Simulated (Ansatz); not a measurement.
Does relaxation matter for the field gradients of Bi2Te2PbS2?

Start: a COD entry (perhaps calculated rather than measured), taken as it stands.

```cif
data_Bi2Te2PbS2
_symmetry_space_group_name_H-M 'R-3m:H'
_symmetry_Int_Tables_number 166
_cell_length_a 4.2722
_cell_length_b 4.2722
_cell_length_c 80.7301
_cell_angle_alpha 90.000
_cell_angle_beta 90.000
_cell_angle_gamma 120.000
loop_
_atom_site_label
_atom_site_type_symbol
_atom_site_symmetry_multiplicity
_atom_site_Wyckoff_symbol
_atom_site_fract_x
_atom_site_fract_y
_atom_site_fract_z
Bi1 Bi 6 c 0.0000 0.0000 0.9362
Bi3 Bi 6 c 0.0000 0.0000 0.1452
Te5 Te 6 c 0.0000 0.0000 0.5807
Te7 Te 6 c 0.0000 0.0000 0.7898
Pb Pb 6 c 0.0000 0.0000 0.6455
S11 S 6 c 0.0000 0.0000 0.2912
S13 S 3 a 0.0000 0.0000 0.0000
S14 S 3 b 0.0000 0.0000 0.5000
```

One atom of each set is listed; the run and its k-mesh use a cell of 14 atoms with edges of 27.02, 27.02, 27.02 Å.

Method: Kohn–Sham DFT in Ansatz, PBE, plane waves and PAW, scalar-relativistic, 420 eV cutoff, Γ-centred 8×8×8 k-points, Fermi–Dirac smearing 0.02 eV.

The largest force at the start is 0.058 eV/Å. Relaxing the ions at fixed cell moves them by 0.013 Å at most (atom 2, Bi) and 0.007 Å rms.

```
site  moved (Å)              first shell before               first shell after  V_zz before (10²¹ V/m²)  η before
 Bi1      0.013   3 S at 3.03 Å, 3 Te at 3.04 Å   3 S at 3.02 Å, 3 Te at 3.05 Å                    -0.85      0.00
 Bi3      0.002   3 S at 3.02 Å, 3 Te at 3.04 Å   3 S at 3.01 Å, 3 Te at 3.05 Å                    -0.77      0.00
 Te5      0.009                  3 Bi at 3.04 Å                  3 Bi at 3.05 Å                     0.48      0.00
 Te7      0.006                  3 Bi at 3.04 Å                  3 Bi at 3.05 Å                     0.61      0.00
  Pb      0.004              6 S at 2.99–3.00 Å              6 S at 2.99–3.00 Å                     0.82      0.00
 S11      0.006  3 Pb at 2.99 Å, 3 Bi at 3.03 Å  3 Pb at 2.99 Å, 3 Bi at 3.02 Å                    0.068      0.00
 S13      0.000                  6 Pb at 3.00 Å                  6 Pb at 3.00 Å                    -0.39      0.00
 S14      0.000                  6 Bi at 3.02 Å                  6 Bi at 3.01 Å                     0.30      0.00
```

(1) What are V_zz and η after the relaxation?

Answers

(1) 

| site | V_zz after | η after | change of V_zz |
| --- | --- | --- | --- |
| Bi1 | -0.97 | 0.00 | -0.12 |
| Bi3 | -0.74 | 0.00 | +0.03 |
| Te5 | 0.71 | 0.00 | +0.23 |
| Te7 | 1.04 | 0.00 | +0.43 |
| Pb | 0.86 | 0.00 | +0.04 |
| S11 | -0.006 | 0.00 | -0.07 |
| S13 | -0.43 | 0.00 | -0.04 |
| S14 | 0.26 | 0.00 | -0.04 |

The largest change of V_zz is on Te7, from 0.61 to 1.04. In per cent, |V_zz| changes by -4 to +13 on Bi, +72 on Te, +5 on Pb (all sites that start above 0.5).

Spin–orbit coupling is left out, which shifts gradients on Bi and Pb by a few per cent in wide-gap crystals, and can shift them far more where the calculated gap is small or absent, as here. With a gap of 0.3 eV on this mesh, small gradients can still move by 0.1 × 10²¹ V/m² or more as the k-mesh gets denser.
